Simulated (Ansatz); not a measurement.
Given:

BeAg:
```
CELL_PARAMETERS angstrom
      2.93118     0.00000     0.00000
      0.00000     2.93118     0.00000
      0.00000     0.00000     2.93118
ATOMIC_POSITIONS crystal
  Be 0.00000 0.00000 0.00000
  Ag 0.50000 0.50000 0.50000
```

This is the r²SCAN-relaxed structure.

### Question
All from r²SCAN in the plane-wave PAW code Ansatz, unless another level is named. Predict the formation energy from the elements (no fitted shifts).

### Answer
0.18 eV/atom.

### Question
And the density of states at the Fermi level?

### Answer
0.23 states/eV per atom (mean over ±0.08 eV).

### Question
Next, the gap with spin–orbit coupling?

### Answer
none (metallic).

Space group Pm-3m (CsCl type). The start of the workflow was typed in or built on a structure type; neither database checked (COD, Materials Project) lists it. Its standing as an ambient phase is unchecked. Symmetry was held in the r²SCAN relaxation; its stability against distortions is not shown here. The run is not spin-polarised. Its formation energy is positive at this level, so the cell may be metastable or incomplete. The references are the lowest solids computed at this level, not always the standard phases. Spin–orbit coupling is left out wherever it is not named.

Potentials: the earlier of the program's two PAW sets.
